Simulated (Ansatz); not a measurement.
Start of a relaxation of SbO4:

```cif
data_structure
_symmetry_space_group_name_H-M 'P 1'
_symmetry_Int_Tables_number 1
_cell_length_a 4.0505
_cell_length_b 4.0505
_cell_length_c 5.6473
_cell_angle_alpha 90.000
_cell_angle_beta 90.000
_cell_angle_gamma 120.000
_cell_volume 80.24
loop_
_atom_site_label
_atom_site_type_symbol
_atom_site_fract_x
_atom_site_fract_y
_atom_site_fract_z
_atom_site_occupancy
Sb1 Sb 0.00000 0.00000 0.50000 1
O1 O 0.00000 0.00000 0.20276 1
O2 O 0.00000 0.00000 0.79724 1
O3 O 0.33333 0.66667 0.00000 1
O4 O 0.66667 0.33333 0.00000 1
```

Computed with DFT PBE, scalar-relativistic, plane waves, PAW (Ansatz). Cutoff 420 eV, Gaussian smearing, Γ-centred meshes. Cell and atoms relax first on a coarse mesh and then on a finer one. In between, the cell is made exact in the group found at 0.06 Å. In metals the finer mesh still leaves noise of several meV/atom or more. The steps can't lower the symmetry of their start. No spin polarisation.

A guess keeps its type if space group and coordination stay and the shape of the cell changes little (axis ratios within about 15 %, angles within 6°); the volume may change.

Question: Does it keep its structure type, or change into something else?

Answer: It doesn't keep its type. The symmetry stays P6/mmm (No. 191). The volume per atom grows by 8.0 %, from 16.0 to 17.3 Å³. The shortest distance goes from 1.68 Å (Sb–O) to 1.82 Å (O–O). The ratio c/a of the conventional cell changes by a factor of 2.28. Counting neighbours within 15 % of an atom's shortest distance, the start has O 1/9, Sb 2 and the end O 1/3, Sb 2. In detail, at the end Sb has 2 O at 1.85 Å; O on a site of symmetry 6mm is surrounded by 1 Sb at 1.85 Å; around O on a site of symmetry -6m2 lie 3 O at 1.82 Å.

```yaml
crystal:
  lattice:
    - [3.15919, 0.00000, 0.00000]
    - [-1.57959, 2.73594, 0.00000]
    - [0.00000, 0.00000, 10.02738]
  atoms:
    - { symbol: Sb, position: [0.00000, 0.00000, 0.50000] }
    - { symbol: O, position: [0.00000, 0.00000, 0.31594] }
    - { symbol: O, position: [0.00000, 0.00000, 0.68406] }
    - { symbol: O, position: [0.33333, 0.66667, 0.00000] }
    - { symbol: O, position: [0.66667, 0.33333, 0.00000] }
```

The last run used a 12×12×4 mesh (in the run's order of axes) for its 5-atom cell and Gaussian smearing of 0.10 eV. No dispersion correction is applied, so the spacing and binding between layers, chains or molecules are poorly described. Spin–orbit coupling, which can matter for Sb, is left out. An odd number of electrons in the primitive cell allows no gap without spin; a larger cell or a magnetic state could open one. The cell is a metal run without spin; a magnetic state may lie lower. A structure relaxed within its symmetry needn't be a true minimum. Another cell of SbO4 relaxed alike, in P6/mmm, lies 0.93 eV/atom lower, so this cell isn't the stable form at this level.

In counts of neighbours, a slash parts the counts of unlike sites.
